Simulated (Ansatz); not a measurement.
CdS:
```cif
data_CdS
_chemical_formula_sum 'S1 Cd1'
_space_group_name_H-M_alt 'P 1'
_space_group_IT_number 1
_cell_length_a 4.15624
_cell_length_b 4.15624
_cell_length_c 4.15624
_cell_angle_alpha 60.000
_cell_angle_beta 60.000
_cell_angle_gamma 60.000
loop_
_space_group_symop_operation_xyz
  'x, y, z'
loop_
_atom_site_label
_atom_site_type_symbol
_atom_site_fract_x
_atom_site_fract_y
_atom_site_fract_z
_atom_site_occupancy
S1 S 0.75000 0.75000 0.75000 1
Cd1 Cd 0.00000 0.00000 0.00000 1
```

Relaxed with r²SCAN. Independent-particle spectrum: no excitons, no local fields, no scissors shift; 0.1 eV broadening; ε₁ of the summed bands alone.

**Question.** Tabulate the dielectric function from DFT-r²SCAN in the program Ansatz with PAW potentials.

**Answer.** 

| E (eV) | ε₁ xx | ε₂ xx |
|---|---|---|
| 0.0 | 5.53 | 0.00 |
| 0.5 | 5.58 | 0.00 |
| 1.0 | 5.79 | 0.00 |
| 1.5 | 6.49 | 0.10 |
| 2.0 | 6.42 | 1.09 |
| 2.5 | 6.31 | 1.37 |
| 3.0 | 6.43 | 1.63 |
| 3.5 | 6.82 | 2.05 |
| 4.0 | 7.69 | 3.25 |
| 4.5 | 5.53 | 4.72 |
| 5.0 | 5.28 | 4.06 |
| 5.5 | 6.45 | 4.17 |
| 6.0 | 5.61 | 9.29 |
| 6.5 | 2.78 | 7.62 |
| 7.0 | 1.33 | 5.81 |
| 7.5 | 0.34 | 5.89 |
| 8.0 | -0.08 | 8.18 |
| 8.5 | -2.93 | 5.54 |
| 9.0 | -2.54 | 3.36 |
| 9.5 | -1.84 | 2.45 |
| 10.0 | -1.54 | 1.79 |
| 10.5 | -0.67 | 1.56 |
| 11.0 | -0.61 | 1.50 |
| 11.5 | -0.31 | 1.53 |
| 12.0 | -0.51 | 1.72 |

**Question.** From ε at 3.0 eV (xx: 6.43 + 1.63i), find n, k, the normal reflectivity and the absorption coefficient.

**Answer.** n = 2.56, k = 0.319, R = 20 %, α = 2kE/ħc = 97000 cm⁻¹.

With all bands, ε∞ without local fields is 5.68. DFPT, with local fields, gives 5.50.

Space group F-43m (zinc blende). The r²SCAN relaxation kept the symmetry of its start; phonons on a q-mesh show no instability. Scalar-relativistic: spin–orbit coupling is off unless named, which matters more the heavier the elements.

Potentials: the later of the program's two PAW sets.
